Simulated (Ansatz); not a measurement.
## K$_{2}$NaRhSe$_{6}$: input and output

input.yaml (Ansatz 0.2.0)

```yaml
crystal:
  lattice:
    - [0.0, 4.814349, 4.814349]
    - [4.814349, 0.0, 4.814349]
    - [4.814349, 4.814349, 0.0]
  atoms:
    - { symbol: K, position: [0.25, 0.25, 0.25] }
    - { symbol: K, position: [0.75, 0.75, 0.75] }
    - { symbol: Se, position: [0.762, 0.238, 0.238] }
    - { symbol: Se, position: [0.238, 0.762, 0.238] }
    - { symbol: Se, position: [0.238, 0.762, 0.762] }
    - { symbol: Se, position: [0.762, 0.238, 0.762] }
    - { symbol: Se, position: [0.238, 0.238, 0.762] }
    - { symbol: Se, position: [0.762, 0.762, 0.238] }
    - { symbol: Rh, position: [0.0, 0.0, 0.0] }
    - { symbol: Na, position: [0.5, 0.5, 0.5] }
  symmetry: { tolerance: 0.0003 }
kpoints:
  mp_grid: { grid: [6, 6, 6], shift: [0, 0, 0] }
  band_path:
    path:
      - [0.0, 0.0, 0.0]
      - [0.5, 0.0, 0.5]
      - [0.625, 0.25, 0.625]
      - [0.375, 0.375, 0.75]
      - [0.0, 0.0, 0.0]
      - [0.5, 0.5, 0.5]
      - [0.5, 0.25, 0.75]
      - [0.5, 0.0, 0.5]
    npoints: 8
magnetization:
  spin_polarized: false
scf:
  occupations: { method: fermi_dirac, width: 0.0358 }
  lower_state_search: "off"
  max_iter: 200
hamiltonian:
  pseudopotentials: { kind: paw }
  xc: pbe
basis:
  ecutwfc: 420
  fft_grid_basis: typed
output:
  forces: true
  stress: true
  eigenvalues: true
  bader: true
  populations: true
  elf: true
  write_potential: true
  volumetric_format: npy
  dos:
    e_range: [-12, 8]
    de: 0.05
    projected: { site_lists: { K: [K], Na: [Na], Rh: [Rh], Se: [Se] } }
checkpoint:
  read: saved_state
```

The saved state is an earlier solution for the same cell, perhaps on another mesh. 

Excerpt of what it printed:

```
Pseudopotentials: kind: paw
Pseudopotential: K, paw, valence charge 9, recommended cutoff 420 eV (normal), K.paw.azcp
Pseudopotential: Se, paw, valence charge 16, recommended cutoff 420 eV (normal), Se.paw.azcp
Pseudopotential: Rh, paw, valence charge 17, recommended cutoff 420 eV (normal), Rh.paw.azcp
Pseudopotential: Na, paw, valence charge 9, recommended cutoff 420 eV (normal), Na.paw.azcp
Functional definition: PBE
  exchange = pbe_x(kappa = kappa, mu = beta*pi^2/3)
  correlation = pbe_c(beta = beta)
Crystal: 10 atoms, lattice volume = 223.174 Å³
Basis set: ecut = 420 eV, 4285 PW (Γ), exchange–correlation on 96×96×96 points (8 copies of the dense FFT grid, shifted against one another)
Bands: 84, of which v1, the nominal top of the filled ones, is band 70 counted from 1 (69 counted from 0)
Symmetry: 48 space group operations
Space group: Fm-3m (ITA 225), of the structure as read, at distance tolerance 1.8e-3 Å
k-points: 16 of 216
Initial density: read from a saved state, or passed on in memory by an earlier SCF of this step, an earlier step, the calling program or the single point that the run made first
Functional: x = pbe(κ = 0.804, μ = 0.2195), c = pbe(β = 0.0667)
SCF iter   1: F=—  Δρ=1.14e-3  dr2=5.17e-3
SCF iter   2: F=—  Δρ=7.27e-4  dr2=1.58e-3
SCF iter   3: F=—  Δρ=4.20e-4  dr2=1.06e-3
SCF iter   4: F=—  Δρ=2.40e-4  dr2=1.73e-4
SCF iter   5: F=—  Δρ=3.74e-5  dr2=2.50e-6
SCF iter   6: F=—  Δρ=1.31e-5  dr2=4.49e-7
SCF iter   7: F=-43780.0847 eV  Δρ=4.42e-6  dr2=3.90e-8
Free energy (F): -43780.0847 eV
Harris-Foulkes:  -43780.0847 eV  (|F-HF|=1.57e-8)
Internal energy: -43780.0161 eV  (E = F + TS)
E sigma→0 (E₀):  -43780.0504 eV
Entropy (-TS):   -0.0686 eV (-6.860 meV/atom)
Fermi energy:    8.4720 eV
--- Per-component energies (eV) ---
  E_band       = -2861.1152
  E_kinetic    = 1934.7564
  E_local      = -20673.7932  (includes V_loc(G=0)·N_el)
  E_nonlocal   = -3076.7693
  E_hartree    = 9633.2392
  E_xc         = -1163.8195
  E_vxc        = -1257.3585  (∫ρ·V_xc dr)
  E_paw        = -16881.5697  (= ΣΔE_a)
  E_vpaw       = 945.5926  (= ΣTr[D̂ρ^β])
  E_aug_tail   = -0.0028  (compensation charges beyond the density's cutoff)
  E_ewald      = -13552.0574
  E_smearing   = -0.0686  (= −TS)
--- Stress (GPa, compression-positive) ---
       14.1937       0.0000       0.0000
        0.0000      14.1937       0.0000
        0.0000       0.0000      14.1937
  P = ⅓ Tr σ = 14.1937 GPa (141.937 kbar)
--- Löwdin populations: 10 sites ---
  site symbol       q [e]
     0      K      8.2965
     1      K      8.2965
     2     Se     16.3342
     3     Se     16.3342
     4     Se     16.3342
     5     Se     16.3342
     6     Se     16.3342
     7     Se     16.3342
     8     Rh     16.6183
     9     Na      8.3662
  spilling = 0.0030 (of n_electrons = 140.0000)
--- Bader charges: 10 sites ---
  site symbol  charge [e]  shift [e]
     0      K      0.7717     0.0000
     1      K      0.7717     0.0000
     2     Se     -0.4149     0.0020
     3     Se     -0.4149     0.0020
     4     Se     -0.4149     0.0020
     5     Se     -0.4149     0.0020
     6     Se     -0.4149     0.0020
     7     Se     -0.4149     0.0020
     8     Rh      0.1631     0.0112
     9     Na      0.7826     0.0010
```

Origin: a known structure type with other elements, at an estimated volume, so it need not be a known compound. Caveats: many states at the Fermi level without spin polarisation, so a magnetic state may lie lower; atoms or cell far from equilibrium.
